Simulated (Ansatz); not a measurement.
CdSe (zinc blende)

```
CELL_PARAMETERS angstrom
      0.00000     3.09822     3.09822
      3.09822     0.00000     3.09822
      3.09822     3.09822     0.00000
ATOMIC_POSITIONS crystal
  Se 0.75000 0.75000 0.75000
  Cd 0.00000 0.00000 0.00000
```

E(V) scan at fixed shape, V₀ the volume above. Symmetry pins the atoms to their sites.

Method: PBE (plane waves to 420 eV, PAW, scalar-relativistic; Ansatz, a quantum-chemistry and plane-wave program). k mesh 9×9×9 (Γ-centred), Fermi-Dirac smearing 0.05 eV. Energies are smeared free energies. Stress and pressure are positive under compression. CdSe was relaxed with its symmetry unable to fall. The PAW data are Ansatz's earlier set. ΔE is measured from the relaxed starting cell.

```tsv
V (Å³/atom)	ΔE (meV/atom)
24.981	147.6
25.775	96.6
26.567	58.4
27.361	31.0
28.154	13.0
28.947	3.1
29.740	0.0
30.533	2.8
31.326	10.8
32.119	23.1
32.912	withheld
33.705	58.3
34.498	80.3
```

**Question.** Fit a third-order Birch-Murnaghan form (E₀, V₀, B₀, B₀′ free) to the given rows and predict ΔE at V = 32.912.

**Answer.** Least squares on the 12 given rows: ΔE = E₀ + (9V₀B₀/16)·y²·[2 + (B₀′ − 4)y], y = (V₀/V)^(2/3) − 1, with V₀ = 29.736 Å³/atom, B₀ = 44.71 GPa (160.2 GPa = 1 eV/Å³; the term in eV is multiplied by 1000), B₀′ = 4.69, E₀ = 0.02 meV/atom; root-mean-square residual 0.04 meV/atom. At 32.912 the fit gives 39.1 meV/atom; the calculation gives 39.1 meV/atom, the same to the digits shown. For the pressure the fit gives -3.6 GPa against the computed -3.6 GPa.

(Under strain, the slope of the energy per volume gives the stress and its curvature an elastic modulus.)
